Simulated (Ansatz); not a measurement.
# Ru under strain: Ru-101 nuclear quadrupole resonance

Cell: a COD entry, relaxed with PBE at fixed cell and then changed (z compressed by 3 %, ions relaxed).

```xyz
2
Lattice="2.7058 0.0000 0.0000 -1.3529 2.3433 0.0000 0.0000 0.0000 4.1534" Properties=species:S:1:pos:R:3 pbc="T T T"
Ru    0.0000    1.5622    1.0384
Ru    1.3529    0.7811    3.1151
```

Atom numbers follow the list; atoms alike are taken as one site, whose name carries the number of the first.

Computed with Ansatz: DFT, PBE, plane waves and PAW, scalar-relativistic, 420 eV cutoff, Γ-centred 20×20×11 k-points, Fermi–Dirac smearing 0.05 eV.

Ru-101: I = 5/2, Q = 457.0 mb (year-2017 value). Static lattice, zero field.

**Question.** The simulated lines lie at 3.49, 6.98 MHz. What are |C_Q|, η and |V_zz| at Ru?

**Answer.** For I = 5/2 and η = 0 the lines are 3|C_Q|/20 and twice that; η pulls their ratio below 2. Here |C_Q| = 23.3 MHz, η = 0.00 and |V_zz| = 2.11 × 10²¹ V/m². The calculation gives V_zz negative; the lines don't show the sign. The site has 12 Ru at 2.60–2.71 Å.

An axis of threefold or higher order runs through Ru, so V_zz lies along it and η is zero.

With no gap above 0.1 eV, as in a metal, the gradients converge slowly in k; expect changes of a tenth or more on a denser mesh. Without spin–orbit coupling (the program notes it for Ru) the gradients can shift somewhat, as the gap is small. With these PAW files V_zz is typically within 2 to 3 % of all-electron values, but misses above 10 % occur on Ru. At this changed cell the PBE pressure is 16 GPa.
